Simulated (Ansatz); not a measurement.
## ¹⁷O NMR of the central transition in SiO2

Cell: an entry of the Crystallography Open Database (COD), its atoms then relaxed with PBE in this cell.

Space group P4_12_12 (No. 92); a = 4.9727, c = 6.9257 Å.

```
site  Wyckoff  site symmetry       x       y       z
  Si       4a            ..2  0.3055  0.3055  0.0000
   O       8b              1  0.2365  0.1167  0.1852
```

One atom of each set is listed.

All values are calculated (Ansatz; DFT, PBE, plane waves and PAW, scalar-relativistic, 420 eV cutoff, Γ-centred 6×6×5 k-points, Fermi–Dirac smearing 0.02 eV), not measured.

¹⁷O has I = 5/2 and Q = -25.58 mb (Pyykkö 2018); at 7.05 T its Larmor frequency is ν₀ = 40.7 MHz. Only the quadrupole interaction is simulated: positions count from each site's isotropic chemical shift, and J coupling is left out, as are shift anisotropy and dipolar coupling, which fast spinning averages.

Question: Simulate the second-order pattern (fast magic-angle spinning, Gaussian broadening 0.5 kHz) of site O (2 Si at 1.62–1.63 Å, angle 143°).

Answer: The calculation gives C_Q = -5.85 MHz and η = 0.19, so ν_Q = 0.877 MHz and the centre of gravity lies at -125 ppm (-5.10 kHz).

(offset (kHz), height): (-13.16, 0), (-12.61, 4), (-12.06, 8), (-11.52, 8), (-10.97, 8), (-10.42, 8), (-9.87, 9), (-9.32, 9), (-8.77, 21), (-8.22, 51), (-7.67, 79), (-7.12, 85), (-6.57, 64), (-6.03, 58), (-5.48, 56), (-4.93, 56), (-4.38, 58), (-3.83, 63), (-3.28, 73), (-2.73, 100), (-2.18, 90), (-1.63, 66), (-1.08, 24), (-0.54, 0)

At O V_zz runs parallel to the line that joins its two neighbours (within 1°).
